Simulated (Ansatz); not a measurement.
## How Zr (P6_3/mmc) stiffens under pressure

```yaml
crystal:
  lattice:
    - [3.18384, 0.00000, 0.00000]
    - [-1.59192, 2.75728, 0.00000]
    - [0.00000, 0.00000, 5.11805]
  atoms:
    - { symbol: Zr, position: [0.33333, 0.66667, 0.25000] }
    - { symbol: Zr, position: [0.66667, 0.33333, 0.75000] }
```

This is the zero-pressure cell. At each pressure cell and atoms are relaxed in this structure, and the constants are slopes of the stress at strains of ±0.005 with relaxed ions (the coefficients that govern stability under load). Level: PBEsol, PAW on Ansatz 0.2.0's default frozen-core files (fitted under PBE), scalar-relativistic; k mesh 18×18×10, strains of ±0.005, Fermi-Dirac smearing of 0.080 eV, cutoff 420 eV. P is the pressure of the relaxed cell, less that of this one.

```csv
P (GPa),V/V₀,C11 (GPa),C12 (GPa),C13 (GPa),C33 (GPa),C44 (GPa)
0.00,1.0000,138.1,76.0,72.6,170.7,22.4
0.99,0.9902,140.0,79.5,75.8,175.6,22.0
2.00,0.9804,141.5,83.0,79.1,180.3,21.4
4.01,0.9622,143.6,90.7,85.6,189.5,20.2
6.99,?,?,?,?,?,?
9.99,0.9146,140.8,122.3,104.5,215.5,15.9
```

**Question.** Does the bulk modulus from the constants agree with the pressure-volume curve?

**Answer.** A third-order Birch-Murnaghan fit to the volumes shown (F against f, f = [(V₀/V)^(2/3) − 1]/2) gives B₀ = 98.4 GPa and B′ = 2.9. Its −V dP/dV stands beside the Reuss value 1/ΣS_ij (i, j ≤ 3):

| P (GPa) | from P(V) | from the constants |
| --- | --- | --- |
| 0.00 | 98.4 | 98.1 |
| 0.99 | 101.3 | 101.1 |
| 2.00 | 104.2 | 104.1 |
| 4.01 | 109.9 | 109.8 |
| 9.99 | 125.9 | 126.2 |

**Question.** What are the pressure derivatives at zero pressure?

**Answer.** Slopes at V₀ of quadratic fits in −ln(V/V₀) through the first four rows shown, divided by B₀: dC11/dP = 2.1, dC12/dP = 3.4, dC13/dP = 3.2, dC33/dP = 4.9, dC44/dP = -0.5. The mean slopes up to 2.0 GPa are 1.7, 3.5, 3.2, 4.8, -0.5; curvature and scatter of the constants part the two.

**Question.** Fill the row at 6.99 GPa.

**Answer.** Cubic fits in −ln(V/V₀) through all rows shown give C11 = 143.9, C12 = 104.3, C13 = 95.2, C33 = 202.5, C44 = 18.2 GPa. Computed: V/V₀ = 0.9373, C11 (GPa) = 144.5, C12 (GPa) = 104.1, C13 (GPa) = 95.2, C33 (GPa) = 202.5, C44 (GPa) = 18.2.

**Question.** Does a shear stiffness soften?

**Answer.** C44 goes from 22.4 to 15.9 GPa; (C11 − C12)/2 goes from 31.1 to 9.3 GPa. C44 and (C11 − C12)/2 soften under pressure, though the lattice stays mechanically stable over this range.

Caveats: no other phase was computed; many crystals of this kind change structure within this range, and rows or crossings beyond such a change describe a metastable lattice; frozen-core PAW files fitted under PBE, their cores solved anew for the functional of the run; responses of metals move with mesh and smearing; elastic stability says nothing of phonons or of other phases; phonons weren't checked at these pressures.
